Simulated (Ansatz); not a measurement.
The numbers come from plane-wave PAW DFT (Ansatz): PBE, no spin polarisation, 420 eV, 7×7×10 Γ-centred k points, fermi-dirac occupations (width 0.0234 eV). Nothing was relaxed.

Computed maps in the lattice plane spanned by a (left to right, 5.40 Å, 16 points from zero) and b (bottom to top, 5.40 Å, 16 points from zero), 60° apart, at height 0.000 along c. The fields are smooth PAW ones with compensation charges, not the true ones near nuclei.

Valence density. Digits on a logarithmic scale: 0 up to 0.03 e/Å³, each further digit a factor of 1.6, 9 from 1.3 e/Å³ up:
```
9998544555544589
9998545566655458
7887545566665545
4555445565556554
4444444565335654
5455545566535665
5555555556655665
5566666555666665
5566556655555555
5566535665545554
4456533565444444
4455655565544555
7545566665545788
9854556665545899
9985445555445899
9997445555544799
```

Problem. The cell is HfFe₃Si₂. Which atoms lie within 0.2 Å of this plane, and where (fractions of a and b)?

Solution. Hf at (0.00, 0.00), Si at (0.33, 0.33), Si at (0.67, 0.67). The whole cell:
```
Hf Fe Si
1.0
     2.70072    4.67779    0.00000
    -2.70072    4.67779    0.00000
     0.00000    0.00000    3.20494
Hf Fe Si
1 3 2
Direct
  0.00000 0.00000 0.00000
  0.50000 0.50000 0.50000
  0.50000 0.00000 0.50000
  0.00000 0.50000 0.50000
  0.33330 0.33340 0.00000
  0.66660 0.66670 0.00000
```

Origin: a known structure type with other elements, at an estimated volume, so it need not be a known compound. Caveats: no spin polarisation, so a magnetic state may lie lower.
